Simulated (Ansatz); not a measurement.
PbS (zinc blende, F-43m) under volume change, r²SCAN (plane waves, PAW; program Ansatz), scaled uniformly.

```csv
V (Å³/atom),E − E(relaxed) (meV/atom),P (GPa)
32.729,41.1,4.41
33.808,___,___
34.887,4.1,1.25
35.966,0.0,0.00
37.045,3.7,-1.07
38.124,___,___
39.203,30.1,-2.77
```

Task: Fill in the missing entries.

Result: 
- 38.124, E − E(relaxed) (meV/atom): 14.1
- 38.124, P (GPa): -1.99
- 33.808, E − E(relaxed) (meV/atom): 17.3
- 33.808, P (GPa): 2.71

Task: What does a third-order Birch–Murnaghan fit give for V₀, B₀ and B′?

Result: V₀ = 35.97 Å³/atom, B₀ = 38.4 GPa, B′ = 4.1.

The start of the workflow was typed in or built on a structure type; neither database checked (COD, Materials Project) lists it. It is not the phase usual at ambient conditions (space group No. 225). The cell was relaxed with r²SCAN under the symmetry of its start. At this level the phase is mechanically unstable. Spin–orbit coupling is left out wherever it is not named.

Potentials: the earlier of the program's two PAW sets.
